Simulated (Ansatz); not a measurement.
### Question
Each is relaxed and computed with DFT-PBE in the program Ansatz with PAW potentials. Which is the only one with a gap?
(A) Sc2GeB2, P-6m2 (Sc on 2h, Ge on 1a, B on 1b, B on 1f)
(B) AlP, CsCl type
(C) AlCo3B, anti-perovskite
(D) ScAl3N4, P-6m2 (Pearson symbol hP8)

### Answer
D, ScAl3N4, P-6m2 (Pearson symbol hP8). ScAl3N4: gap 2.68 eV (indirect); Sc2GeB2: metal; AlCo3B: metal; AlP: metal. Spin orders computed, not proven ground states: AlCo3B, anti-perovskite ferromagnetic. Typed or built starts, not in the databases checked: ScAl3N4, P-6m2 (Pearson symbol hP8); Sc2GeB2, P-6m2 (Sc on 2h, Ge on 1a, B on 1b, B on 1f); AlCo3B, anti-perovskite; AlP, CsCl type. Not the usual ambient phase: AlP, CsCl type. All cells were relaxed under the symmetry of their starts (and spin orders); stability against distortions was not tested throughout. Named crystals with no word on spin ran without spin polarisation. Scalar-relativistic: spin–orbit coupling is off unless named, which matters more the heavier the elements.

Potentials: the earlier of the program's two PAW sets.
